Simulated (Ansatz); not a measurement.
# Relaxing a structure of SiNi

The start is a generated cell, SiNi placed in the CoSn structure type. Cell shape, volume and atoms are optimised at zero target pressure with r2SCAN (plane waves to 500 eV, PAW, scalar-relativistic; Ansatz, a program for electronic structure). The first steps use a coarse 6×6×6 k-mesh.

Initial structure:
```
SiNi
1.0
    4.73561     0.00000     0.00000
   -2.36781     4.10116     0.00000
    0.00000     0.00000     3.82123
Ni Si
3 3
Cartesian
  2.36781   0.00000   0.00000
  1.18390   2.05058   0.00000
 -1.18390   2.05058   0.00000
  0.00000   0.00000   0.00000
  0.00000   2.73411   1.91062
  2.36781   1.36705   1.91062
```
Spin-polarised start, with parallel moments on Ni.

How large is the pressure on the unrelaxed cell, and of which sign?

+4 GPa (positive: the cell is compressed).

By how much does the energy per atom fall from start to end?

0.01 eV/atom.

How does the volume per atom move from start to end?

+2.3 %, from 12.37 to 12.65 Å³/atom.

How do the shortest distances between atoms change?

The closest pairs of elements (up to four, under 3.6 Å), start → end: Ni–Si 2.35 → 2.35 Å; Ni–Ni 2.37 → 2.40 Å; Si–Si 2.73 → 2.77 Å.

What band gap does the relaxed structure have at this level?

No gap (metallic).

Write out the relaxed structure.


```cif
data_Ni3Si3
_chemical_formula_sum 'Ni3 Si3'
_space_group_name_H-M_alt 'P6/mmm'
_space_group_IT_number 191
_space_group_name_Hall '-P 6 2'
_cell_length_a 4.80451
_cell_length_b 4.80451
_cell_length_c 3.79699
_cell_angle_alpha 90.000
_cell_angle_beta 90.000
_cell_angle_gamma 120.000
loop_
_atom_site_label
_atom_site_type_symbol
_atom_site_symmetry_multiplicity
_atom_site_Wyckoff_symbol
_atom_site_fract_x
_atom_site_fract_y
_atom_site_fract_z
_atom_site_occupancy
Ni1 Ni 3 f 0.00000 0.50000 0.00000 1
Si1 Si 1 a 0.00000 0.00000 0.00000 1
Si2 Si 2 d 0.33333 0.66667 0.50000 1
```

The space group stays P6/mmm (No. 191) (the run could not lower it); the end is AFLOW prototype AB_hP6_191_f_ad (B35, as in CoSn), with 6 atoms in the primitive magnetic cell. Final values are on a 11×11×12 k-mesh of the relaxed cell. Spin state reached: ferromagnetic (net 0.06 μB/atom), from parallel starting moments; other spin orders were not run from this start. r2SCAN tends to overstate moments in metals.

The run could not lose the symmetry of its start: the end is stationary, and may be a saddle point rather than a minimum.

All atoms sit on sites fixed by symmetry, so only the cell could relax.

The relaxed structure here is a generated cell of SiNi: the first start was made by placing the elements on the sites of a structure type, and the end was not matched to a known phase here, so it may be hypothetical. Known forms of SiNi include space group No. 62.
